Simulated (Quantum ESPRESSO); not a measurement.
pw.x input (Quantum ESPRESSO 7.5; PBEsol, PseudoDojo standard norm-conserving files, scalar-relativistic):

```
&CONTROL
  calculation = 'scf'
  pseudo_dir = './pseudo'
  outdir = './out'
  tprnfor = .true.
  tstress = .true.
/
&SYSTEM
  ibrav = 0
  nat = 12
  ntyp = 3
  ecutwfc = 84.0
  ecutrho = 336.0
  occupations = 'smearing'
  smearing = 'fd'
  degauss = 0.002
  nbnd = 57
/
&ELECTRONS
  conv_thr = 1.2e-09
/
ATOMIC_SPECIES
F 18.9984 F.upf
Sc 44.9559 Sc.upf
Rb 85.4678 Rb.upf
CELL_PARAMETERS angstrom
  2.051655000000  -6.468260000000   0.000000000000
  2.051655000000   6.468260000000   0.000000000000
  0.000000000000   0.000000000000   8.012520000000
ATOMIC_POSITIONS crystal
F   0.500000000000   0.500000000000   0.500000000000
F   0.500000000000   0.500000000000   0.000000000000
F   0.849970000000   0.150030000000   0.048510000000
F   0.150030000000   0.849970000000   0.951490000000
F   0.150030000000   0.849970000000   0.548510000000
F   0.849970000000   0.150030000000   0.451490000000
F   0.965700000000   0.034300000000   0.750000000000
F   0.034300000000   0.965700000000   0.250000000000
Sc   0.000000000000   0.000000000000   0.500000000000
Sc   0.000000000000   0.000000000000   0.000000000000
Rb   0.730520000000   0.269480000000   0.750000000000
Rb   0.269480000000   0.730520000000   0.250000000000
K_POINTS automatic
8 8 4 0 0 0
```

End of the output:

```

[...]
     the Fermi energy is     3.7854 ev
!    total energy              =    -696.26117176 Ry
     estimated scf accuracy    <          4.0E-11 Ry
     smearing contrib. (-TS)   =       0.00000000 Ry
     internal energy E=F+TS    =    -696.26117176 Ry
     The total energy is F=E-TS. E is the sum of the following terms:
     one-electron contribution =    -403.74064646 Ry
     hartree contribution      =     243.99355369 Ry
     xc contribution           =    -147.16937257 Ry
     ewald contribution        =    -389.34470642 Ry
     convergence has been achieved in  12 iterations
     Forces acting on atoms (cartesian axes, Ry/au):
     atom    1 type  1   force =     0.00000000    0.00000000    0.00000000
     atom    2 type  1   force =     0.00000000    0.00000000    0.00000000
     atom    3 type  1   force =     0.00000000   -0.00934544   -0.00148100
     atom    4 type  1   force =     0.00000000    0.00934544    0.00148100
     atom    5 type  1   force =     0.00000000    0.00934544   -0.00148100
     atom    6 type  1   force =     0.00000000   -0.00934544    0.00148100
     atom    7 type  1   force =     0.00000000   -0.00181166    0.00000000
     atom    8 type  1   force =     0.00000000    0.00181166   -0.00000000
     atom    9 type  2   force =    -0.00000000   -0.00000000    0.00000000
     atom   10 type  2   force =    -0.00000000   -0.00000000    0.00000000
     atom   11 type  3   force =     0.00000000    0.00011030   -0.00000000
     atom   12 type  3   force =     0.00000000   -0.00011030    0.00000000
     Total force =     0.019097     Total SCF correction =     0.000012
     Computing stress (Cartesian axis) and pressure
          total   stress  (Ry/bohr**3)                   (kbar)     P=      -10.68
  -0.00006064   0.00000000   0.00000000           -8.92        0.00        0.00
  -0.00000000  -0.00008786   0.00000000           -0.00      -12.92        0.00
   0.00000000   0.00000000  -0.00006923            0.00        0.00      -10.18
```
In a gapped system the printed Fermi energy is only some level inside the gap.

Geometry of the Materials Project entry, not relaxed at this level.
